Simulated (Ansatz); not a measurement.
ZnO:
```yaml
crystal:
  lattice:
    - [3.25003, 0.00000, 0.00000]
    - [-1.62501, 2.81461, 0.00000]
    - [0.00000, 0.00000, 5.22186]
  atoms:
    - { symbol: Zn, position: [0.66667, 0.33333, 0.00286] }
    - { symbol: Zn, position: [0.33333, 0.66667, 0.50286] }
    - { symbol: O, position: [0.66667, 0.33333, 0.62234] }
    - { symbol: O, position: [0.33333, 0.66667, 0.12234] }
```

Relaxed with HSE06.

**Question.** Give the Bader charges and basin volumes of the independent atoms, DFT-HSE06 in the program Ansatz with PAW potentials.

**Answer.** 

| atom | Bader charge (e) | Bader volume (Å³) |
|---|---|---|
| Zn1 | +1.30 | 10.5 |
| O3 | -1.30 | 13.4 |

Space group P6_3mc (wurtzite). Symmetry was held in the HSE06 relaxation.

Potentials: the later of the program's two PAW sets.
